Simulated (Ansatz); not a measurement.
Relaxed-ion elastic tensor of ZrC (rock salt, Fm-3m) in GPa (Voigt order), r²SCAN (plane waves, PAW; program Ansatz); density 6.56 g/cm³, 13.07 Å³ per atom.

|  | 1 | 2 | 3 | 4 | 5 | 6 |
|---|---|---|---|---|---|---|
| 1 | 472 | 109 | 109 | 0.0 | 0.0 | 0.0 |
| 2 | 109 | 472 | 109 | 0.0 | 0.0 | 0.0 |
| 3 | 109 | 109 | 472 | 0.0 | 0.0 | 0.0 |
| 4 | 0.0 | 0.0 | 0.0 | 166 | 0.0 | 0.0 |
| 5 | 0.0 | 0.0 | 0.0 | 0.0 | 166 | 0.0 |
| 6 | 0.0 | 0.0 | 0.0 | 0.0 | 0.0 | 166 |

Q: Is the crystal mechanically stable?

A: Yes: the smallest eigenvalue of C is 166 GPa.

Q: Work out the Voigt, Reuss and Hill averages.

A: K_V = 230, K_R = 230, K_H = 230; G_V = 172, G_R = 172, G_H = 172 GPa.

Q: Give Young's modulus, Poisson's ratio, Pugh's ratio and the universal anisotropy index.

A: E = 9KG/(3K + G) = 413 GPa; ν = 0.20; K/G = 1.34 (brittle by the Pugh limit of 1.75); A_U = 5G_V/G_R + K_V/K_R − 6 = 0.01.

Q: Estimate the sound speeds and the Debye temperature.

A: v_l = √((K + 4G/3)/ρ) = 8370 m/s, v_t = √(G/ρ) = 5120 m/s, mean 5650 m/s; Θ = (h/k)(3n/4πV)^(1/3) v_m = 714 K.

Q: Give the Zener ratio and Young's modulus along [100], [110] and [111].

A: A = 2C44/(C11 − C12) = 0.91; 1/E = S11 − 2(S11 − S12 − S44/2)Γ with Γ = 0, 1/4, 1/3 gives 431, 408, 401 GPa.

The cell was relaxed with r²SCAN under the symmetry of its start; of distortions, only those at the zone centre were tested. No spin polarisation was allowed. As this level gives no gap, shear constants depend on the k-mesh and smearing (Fermi–Dirac, 0.1 eV here).

Potentials: the later of the program's two PAW sets.
